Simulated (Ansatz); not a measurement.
# Profile along the Ni–P line in NiMoP (space group P-62m)

NiMoP (space group P-62m)

Space group P-62m (No. 189); a = b = 5.7942 Å, c = 3.7081 Å, α = β = 90.00°, γ = 120.00°

```csv
atom,site,symmetry,x,y,z
Ni,3f,m2m,0.0000,0.2503,0.0000
Mo,3g,m2m,0.4147,0.4147,0.5000
P,1b,-62m,0.0000,0.0000,0.5000
P,2c,-6..,0.3333,0.6667,0.0000
```

Fields along a shortest Ni–P line of a (-1 1 0 0) plane (2.35 Å), from Ni to P, interpolated on the slice's grid (step about 0.2 Å). These are PBEsol (plane waves to 420 eV, PAW, scalar-relativistic; Ansatz, a first-principles code) values and carry that method's errors. k mesh 9×9×13. Inside the PAW spheres the values are not all-electron values, and peaks at nuclei hang on which shells count as valence. NiMoP is run without spin polarisation. NiMoP was relaxed with its symmetry unable to fall.

| distance from Ni (Å) | valence electron density (e/Å³) | electron localisation function |
|---|---|---|
| 0.00 | 54.79 | x |
| 0.12 | 53.03 | x |
| 0.24 | 36.35 | x |
| 0.35 | 20.13 | x |
| 0.47 | 9.56 | 0.38 |
| 0.59 | 4.25 | 0.30 |
| 0.71 | 1.90 | 0.24 |
| 0.82 | 0.93 | 0.20 |
| 0.94 | 0.59 | 0.19 |
| 1.06 | 0.48 | 0.25 |
| 1.18 | 0.46 | 0.39 |
| 1.29 | 0.50 | 0.55 |
| 1.41 | 0.57 | 0.66 |
| 1.53 | 0.64 | 0.69 |
| 1.65 | 0.68 | 0.64 |
| 1.76 | 0.64 | 0.46 |
| 1.88 | 0.49 | 0.18 |
| 2.00 | 0.30 | x |
| 2.12 | 0.14 | x |
| 2.23 | 0.05 | x |
| 2.35 | 0.03 | x |

x: too close to a nucleus for the ELF to mean much.

Density on the Ni–P line (2.35 Å) at its midpoint: 0.46 e/Å³. ELF at that point: 0.4. ELF maximum in the middle third of the Ni–P line: 0.69, 1.5 Å from Ni.
